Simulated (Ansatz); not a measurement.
Suppose Al3P5 takes space group Pm-3m (No. 221), with Al on 3d; P on 3c, 1b and 1a.

Level of theory: DFT PBE, scalar-relativistic, plane waves, PAW in Ansatz 0.2.0. Cutoff 420 eV, Γ-centred mesh, Gaussian smearing, no spin polarisation.

The zero of energy is the elements' standard structures at the same level; no fitted shifts are applied. The references include black phosphorus.

Question: Give the relaxed lattice parameters and positions.

Answer:

Space group Pm-3m (No. 221). a = 5.047 Å, b = 5.047 Å, c = 5.047 Å, α = 90.00°, β = 90.00°, γ = 90.00°
```json
{"atom": "Al", "site": "3d", "symmetry": "4/mm.m", "x": "0.5000", "y": "0.0000", "z": "0.0000"}
{"atom": "P", "site": "3c", "symmetry": "4/mm.m", "x": "0.0000", "y": "0.5000", "z": "0.5000"}
{"atom": "P", "site": "1b", "symmetry": "m-3m", "x": "0.5000", "y": "0.5000", "z": "0.5000"}
{"atom": "P", "site": "1a", "symmetry": "m-3m", "x": "0.0000", "y": "0.0000", "z": "0.0000"}
```

Al has 6 P at 2.52 Å; around P on a site of symmetry 4/mmm lie 2 P at 2.52 Å and 4 Al at 2.52 Å; around P on a site of symmetry m-3m lie 6 P at 2.52 Å; P on a second site of symmetry m-3m is surrounded by 6 Al at 2.52 Å.

Question: And its energy and gap?

Answer: The energy over the elements is −0.20 eV/atom and the gap on the 8×8×8 mesh of the 8-atom cell is 0 eV (a metal). A negative formation energy is needed for stability but isn't enough: competing phases decide.

The last run used Gaussian smearing of 0.10 eV. The reference form of P is held partly by dispersion forces, which this level lacks. A structure relaxed within its symmetry needn't be a true minimum.
